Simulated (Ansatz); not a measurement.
Input:

Ta₂O₅:
```
CELL_PARAMETERS angstrom
      6.21081     0.00000     0.00000
      0.00000     7.32747     0.00000
      0.00000     0.00000     3.78799
ATOMIC_POSITIONS crystal
  Ta 0.77551 0.61904 0.00000
  Ta 0.72449 0.11904 0.00000
  Ta 0.22449 0.38096 0.00000
  Ta 0.27551 0.88096 0.00000
  O  0.80156 0.65664 0.50000
  O  0.69844 0.15664 0.50000
  O  0.19844 0.34336 0.50000
  O  0.30156 0.84336 0.50000
  O  0.50000 0.50000 0.00000
  O  0.88955 0.35988 0.00000
  O  0.00000 0.00000 0.00000
  O  0.38955 0.14012 0.00000
  O  0.61045 0.85988 0.00000
  O  0.11045 0.64012 0.00000
```

This is the r²SCAN-relaxed structure. Tensor components refer to the Cartesian frame of this cell.

### Question
All from the program Ansatz at the r²SCAN level (PAW), unless another level is named. Estimate the Debye temperature from the elastic constants.

### Answer
480 K.

### Question
Next, the elastic constants (relaxed ions, GPa)?

### Answer
C11 = 393, C22 = 359, C33 = 445, C12 = 156, C13 = 109, C23 = 49.1, C44 = 59.5, C55 = 78.8, C66 = 76.3.

Space group Pbam. The workflow started from a Materials Project entry (that database holds measured and hypothetical structures alike); the Crystallography Open Database copy checked does not list it. COD files the formula under space group No. 49. Whether it is the stable phase at ambient conditions was not checked. The r²SCAN relaxation kept the symmetry of its start; whether a distortion lowers the energy is not shown. No spin polarisation was allowed. Scalar-relativistic: spin–orbit coupling is off unless named, which matters more the heavier the elements.

Potentials: the later of the program's two PAW sets.
